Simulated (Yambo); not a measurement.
Material: CsCl (CsCl type, space group Pm-3m, No. 221) under isotropic strain of +2 % on all lattice vectors; a = 4.147 Å, b = 4.147 Å, c = 4.147 Å, α = 90.00°, β = 90.00°, γ = 90.00° (2 atoms in the cell). The PBEsol cell relaxed from Materials Project entry mp-22865 was given an isotropic strain of +2 % on all lattice vectors, and the atoms were relaxed again.

With PBEsol (pw.x of Quantum ESPRESSO, ONCV potentials, no spin-orbit coupling), the gap between the mesh's edge points (Γ → Γ) is 4.984 eV.

Question: Estimate the G0W0 gap between the same points from Yambo (4×4×4 Γ-centred k mesh, 124 bands and a 8 Ry block in the screening, 124 bands in G with the Bruneval-Gonze terminator, plasmon pole fitted at 27.2 eV).

Answer: The correction is 2.657 eV, giving 7.641 eV, 1.5 times the PBEsol value.  Convergence of the G0W0 settings was not tested.
